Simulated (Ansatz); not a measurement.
P (black-P type, space group Cmce)

```
P
1.0
    1.65109    -5.34545     0.00000
    1.65109     5.34545     0.00000
    0.00000     0.00000     4.46660
P
4
Direct
  0.40091   0.59909   0.58506
  0.59909   0.40091   0.41494
  0.90091   0.09909   0.91494
  0.09909   0.90091   0.08506
```

Two-dimensional scan of atom 2 (P, nearest neighbour P at 2.213 Å; its periodic images, 3.3 Å or more away, move with it): u runs along (1.000, 0.000, 0.000), v along (0.000, 1.000, 0.000) (Cartesian). Cell and other atoms are fixed.

Computed with r2SCAN+rVV10 (plane waves to 500 eV, PAW, scalar-relativistic; Ansatz, an electronic-structure program). k mesh 8×8×6 (Γ-centred), Fermi-Dirac smearing 0.05 eV. Stress and pressure are positive under compression. Points where atoms come too close for the PAW data are left out (x in tables, blank in figures). With partly filled bands, energies and forces of such displacements shift with the k mesh and the smearing. P was relaxed with its symmetry unable to fall. The PAW data are Ansatz's earlier set. 

```csv
P (GPa),u = -0.730,u = -0.365,u = 0.000,u = 0.365,u = 0.730
v = -0.730,3.8,-3.3,?,-3.3,3.8
v = -0.365,10.6,0.0,-3.6,0.0,10.6
v = 0.000,?,3.7,0.0,3.7,?
v = 0.365,17.9,10.1,8.0,10.1,17.9
v = 0.730,25.3,29.0,x,29.0,25.3
```

Q: What belongs in the gaps?

A: 
- v = -0.730, u = 0.000: -5.6
- v = 0.000, u = -0.730: 15.5
- v = 0.000, u = 0.730: 15.5

(A displaced cell: forces are minus the slopes of the energy, force constants its curvatures, and phonons follow from these.)
